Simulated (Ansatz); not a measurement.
Base run

Ansatz input (lattice in Å, positions in fractions of it)
```yaml
crystal:
  lattice:
    - [0, 2.325, 2.325]
    - [2.325, 0, 2.325]
    - [2.325, 2.325, 0]
  atoms:
    - { symbol: Hf, position: [-0.0043010753, 0.0043010753, 0.0043010753] }
    - { symbol: C, position: [0.5, 0.5, 0.5] }
kpoints:
  mp_grid: { grid: [8, 8, 8] }
hamiltonian:
  xc: pbe
  pseudopotentials:
    kind: all_electron
    nuclear_model: point
    lapw: { basis_error: "0.25 meV" }
scf:
  occupations: { method: fermi_dirac, width: 0.1 }
  convergence: { dr2_threshold: "1e-9 eV" }
  max_iter: 300
output:
  forces: true
  stress: true
```

The calculation used Ansatz, PBE, all-electron LAPW, point nucleus.

It gives a pressure of 0.29 GPa and an rms force of 0.162 eV/Å.

Question: What changes with a first-order correction from the scalar-relativistic equation to Dirac's equation for the inner shells Hf 4p, Hf 4d and those below them?

Answer: The pressure increases by 0.06 GPa, the forces move by 0.0 meV/Å (rms).

The k-mesh is modest, so these values aren't fully converged in k.
